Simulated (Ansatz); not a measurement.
A relaxed cell of SrTiC is given with its symmetry left out. The cell was found from a structure generator's guess, not taken from experiment.

Method: Ansatz, DFT PBE, scalar-relativistic, plane waves, PAW. Cutoff 420 eV, Γ-centred mesh, Gaussian smearing, no spin polarisation.

```
Sr Ti C
1.0
     3.10320    0.00000    0.00000
     0.00000    3.10320    0.00000
     0.00000    0.00000    5.59924
Sr Ti C
1 1 1
Cartesian
  1.5516 1.5516 0.0000
  0.0000 0.0000 2.7996
  1.5516 1.5516 2.7996
```

Formation energies are uncorrected and refer to the elements' standard structures at the same level.

Question: Find its symmetry and describe it.

Answer: P4/mmm (No. 123). Conventional cell: a = 3.103 Å, c = 5.599 Å. Sr has 2 C at 2.80 Å, 4 Sr at 3.10 Å and 8 Ti at 3.56 Å; Ti has 4 C at 2.19 Å, 4 Ti at 3.10 Å and 8 Sr at 3.56 Å; C has 4 Ti at 2.19 Å and 2 Sr at 2.80 Å.

Question: What is its formation energy per atom?

Answer: +0.08 eV/atom. The separate elements lie lower, so it is unstable against them.

Question: Is it a metal?

Answer: Yes, bands cross the Fermi level on the 14×14×8 mesh.

The last run used a 14×14×8 mesh (in the run's order of axes) for its 3-atom cell and Gaussian smearing of 0.10 eV. The reference form of C is held partly by dispersion forces, which this level lacks. Symmetry constrained the relaxation, so the result can be a saddle point.
